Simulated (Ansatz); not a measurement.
## Structure relaxation, Ca$_{2}$RuO$_{4}$

The start is a generated trial cell of Ca2RuO4 in the AFLOW prototype A2BC4_tI14_82_bc_a_g (E3, as in Al2CdS4). Cell shape, volume and atoms are optimised at zero target pressure with PBEsol (plane waves to 420 eV, PAW, scalar-relativistic; Ansatz, an electronic-structure program). The first steps use a coarse 7×7×7 k-mesh.

Input geometry:
```
CELL_PARAMETERS angstrom
     -2.29544     2.29544     4.26000
      2.29544    -2.29544     4.26000
      2.29544     2.29544    -4.26000
ATOMIC_POSITIONS crystal
  Ca 0.50000 0.50000 0.00000
  Ca 0.25000 0.75000 0.50000
  Ru 0.00000 0.00000 0.00000
  O  0.39000 0.88000 0.01000
  O  0.87000 0.38000 0.99000
  O  0.12000 0.13000 0.51000
  O  0.62000 0.61000 0.49000
```

* **Outcome**: The space group stays I-4 (No. 82) (the run could not lower it), with 7 atoms in the primitive cell
* **Energy released**: 0.78 eV/atom
* **Volume change**: +37.1 %, from 12.83 to 17.59 Å³/atom
* **Shortest distances (start → end)**: The closest pairs of elements (up to four, under 3.6 Å), start → end: O–Ru 1.99 → 1.87 Å; Ca–O 1.94 → 2.23 Å; O–O 3.04 → 2.79 Å; Ca–Ca 3.13 → 3.69 Å
* **Band gap at the end**: 0.22 eV, indirect (valence top at X, conduction bottom at k = (0.2857, -0.5, -0.3571)) (no spin-orbit coupling)
* **Optimiser moves**: 21

Final values are on a 14×14×14 k-mesh of the relaxed cell. No spin polarisation in the result. The d or f electrons are treated with no Hubbard U.

The run could not lose the symmetry of its start: the end is stationary, and may be a saddle point rather than a minimum.

The relaxed structure here is a generated cell of Ca2RuO4: the first start was made by placing the elements on the sites of a structure type, and the end was not matched to a known phase here, so it may be hypothetical.
